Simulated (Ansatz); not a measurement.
B4As3N (ordering on zincblende): the band gap by level of theory

All numbers come from Ansatz. These are computed values for a non-magnetic cell that may be hypothetical; none is a measurement.

An ordered 8-atom cell of B4As3N on the zincblende lattice (R3m), relaxed with r2SCAN. It is trigonal, R3m (No. 160); a = 3.236 Å, c = 31.339 Å in the conventional setting, 11.84 Å³ an atom. Around N lie 4 B at 1.56–1.94 Å; around As lie 4 B at 2.00–2.04 Å; around As lie 4 B at 2.00–2.06 Å; around As lie 4 B at 2.02–2.05 Å; around B lie 3 N at 1.94 Å and 1 As at 2.04 Å; around B lie 4 As at 2.00–2.06 Å; around B lie 4 As at 2.00–2.05 Å; around B lie 1 N at 1.56 Å and 3 As at 2.02 Å.

Gaps on the r2SCAN cell, each the least over its mesh and the special points:
```tsv
level	k mesh	gap (eV)	kind	edges	least direct gap (eV)
PBE	10×10×10	none (overlap 0.15)	–	–	–
PBE+SOC	10×10×10	none (overlap 0.07)	–	–	–
r2SCAN	10×10×10	none (overlap 0.10)	–	–	–
HSE06	6×6×6	0.28	direct	Γ	0.28
```
All runs use a smearing of 0.02 eV.
Wave cutoffs: 420 eV, 500 eV (r2SCAN).
Points off the special ones are mesh points or PBE's searched band edges, reused at the other levels.

HSE06 gives a direct gap of 0.28 eV at Γ. PBE+SOC gives no gap: the lowest nominally empty band dips 0.07 eV below the top of the last filled one (its bottom at Γ–S₀ (0.10 of the way from Γ), the top at Γ–T (0.60 of the way from Γ)), so the cell is a metal or semimetal at this level.

The levels disagree on the kind of gap: direct with HSE06; no gap with PBE, PBE+SOC, r2SCAN.

Only the levels marked +SOC include spin-orbit coupling.
